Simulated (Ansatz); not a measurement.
Consider the following.

MoP:
```cif
data_MoP
_chemical_formula_sum 'Mo1 P1'
_space_group_name_H-M_alt 'P-6m2'
_space_group_IT_number 187
_space_group_name_Hall 'P -6 2'
_cell_length_a 3.19121
_cell_length_b 3.19121
_cell_length_c 3.15667
_cell_angle_alpha 90.000
_cell_angle_beta 90.000
_cell_angle_gamma 120.000
loop_
_atom_site_label
_atom_site_type_symbol
_atom_site_symmetry_multiplicity
_atom_site_Wyckoff_symbol
_atom_site_fract_x
_atom_site_fract_y
_atom_site_fract_z
_atom_site_occupancy
Mo1 Mo 1 a 0.00000 0.00000 0.00000 1
P1 P 1 f 0.66667 0.33333 0.50000 1
```

This is the LDA-relaxed structure.

All from LDA in the plane-wave PAW code Ansatz, unless another level is named. Predict the bulk modulus (Birch–Murnaghan fit).

241 GPa.

And the highest zone-centre frequency?

51.4 meV.

Symmetry was held in the LDA relaxation; of distortions, only those at the zone centre were tested. No spin polarisation was allowed.

Potentials: the later of the program's two PAW sets.
